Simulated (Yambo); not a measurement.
Yambo run on BaTiO₃ (space group Amm2, No. 38). The wavefunctions are norm-conserving LDA (Quantum ESPRESSO, 84 Ry, no spin-orbit coupling) ones on a 4×4×4 mesh (20 occupied bands); a = 3.9833 Å, b = c = 4.0573 Å, α = 89.75°, β = γ = 90.00°.

Yambo input:

```
rim_cut
gw0
dyson
el_el_corr
HF_and_locXC
ppa
em1d
RandQpts= 1000000
RandGvec= 1 Ry
EXXRLvcs= 84 Ry
VXCRLvcs= 336 Ry
Chimod= "HARTREE"
% BndsRnXp
 2 | 35 |
%
NGsBlkXp= 8 Ry
% LongDrXp
 1.0 | 1.0 | 1.0 |
%
PPAPntXp= 27.2114 eV
% GbndRnge
 1 | 35 |
%
GTermKind= "BG"
DysSolver= "n"
ExtendOut
% QPkrange
 1 | 1 | 20 | 21 |
 21 | 21 | 20 | 20 |
%
```

k points by index: 1 = Γ, 21 = (-0.5, -0.5, -0.5).

Table of the .qp output:

```
#    K-point    Band    Eo [eV]    E [eV]    E-Eo [eV]    Vxc [eV]    Vnlxc [eV]    Sc|Eo [eV]    Sc|E [eV]    dSc/dw|Eo [eV]    Re(Z)    Im(Z)
#
    1    20    -0.385012    -0.478774    -0.093762    -19.93528    -24.67293    4.611348    4.643886    -9.421642    0.742805    -0.002009
    1    21    2.131166    3.909636    1.778471    -18.84139    -11.65331    -4.852494    -5.409606    -8.522952    0.761487    -0.001889
    21    20    0.000000    -0.049837    -0.049837    -19.67548    -24.76435    5.020995    5.039037    -9.805820    0.735095    -0.002091
```
(The two width columns are left out.) Convergence of these settings isn't established.

Geometry of the Materials Project entry, not relaxed at this level.

This is not the ordinary phase of the substance.
